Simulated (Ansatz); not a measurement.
HfOs: stationary points along a deformation path

Computed with DFT PBEsol, scalar-relativistic, plane waves, PAW in Ansatz 0.2.0. The runs took a 420 eV cutoff, a Γ-centred 16×16×16 mesh and Gaussian smearing (0.15 eV). Spin–orbit coupling is left out, which can shift energies with elements as heavy as these. No spin polarisation. Energies are free energies at this smearing, counted from the undisturbed cell; pressure is positive in compression.

The undisturbed cell (as given, not relaxed at this level; it stands at -3.2 GPa, and it needn't be the usual structure):

```xyz
2
Lattice="3.2390 0.0000 0.0000 0.0000 3.2390 0.0000 0.0000 0.0000 3.2390" Properties=species:S:1:pos:R:3 pbc="T T T"
Hf    0.0000    0.0000    0.0000
Os    1.6195    1.6195    1.6195
```

At fixed volume and fractional coordinates, lengths along (0.000, 0.000, 1.000) are scaled against those across it; ρ is that ratio over its starting value. V = 16.990 Å³/atom. Δσ is the stress along the axis less the mean stress across it (compression positive).

```
    ρ  ΔE (meV/atom)  Δσ (GPa) space group
0.707          819.7     34.76       P4/mmm
0.780          564.5     44.36       P4/mmm
0.850          273.1     45.73       P4/mmm
0.920           72.7     24.79       P4/mmm
1.000            0.0      0.00        Pm-3m
1.100           77.8    -19.69       P4/mmm
1.200          224.0    -26.49       P4/mmm
1.300          380.9    -29.49       P4/mmm
1.414          558.4    -29.10       P4/mmm
```

Q: How does the stress give the slope of the energy, and where is the energy stationary?

A: Along the path d ln(length) is 2/3 d ln ρ on the axis and −1/3 d ln ρ across it, so dE/d ln ρ = −(2/3) V Δσ: the energy falls with ρ where Δσ is positive. Δσ vanishes or changes sign at ρ = 1.000 (Pm-3m), a minimum at 0.0 meV/atom. Pairs of stationary points between two samples would go unseen, and could change a minimum read from distant neighbours into a maximum. At ρ = 1.000 the cell is cubic, where symmetry alone makes the stress isotropic and the slope zero.

Q: Which shear constant sets the curvature at ρ = 1?

A: For a cubic crystal E/V = (2/3) C (ln ρ)² with C = C′ = (C11 − C12)/2, so Δσ = −2C ln ρ. The parabola of Δσ against ln ρ through ρ = 0.920, 1 and 1.100 gives C ≈ 127 GPa with the ions clamped, rough because the steps are large. It is the stress–strain coefficient at this cell's pressure of -3.2 GPa, not the zero-pressure constant.

Q: Integrate that slope from ρ = 1 to 1.300 by the trapezoid rule.

A: With V/N in Å³ and 1 eV/Å³ = 160.2 GPa the slopes at ρ = 1.000, 1.100, 1.200, 1.300 are 0, 1392, 1872, 2085 meV/atom per unit of ln ρ. The steps add 66.4 + 142.0 + 158.4 = 366.8 meV/atom, against 380.9 from the energies; the trapezoid rule misses the curvature of the slope within each step.

In a metal these slopes depend on the k mesh and the smearing.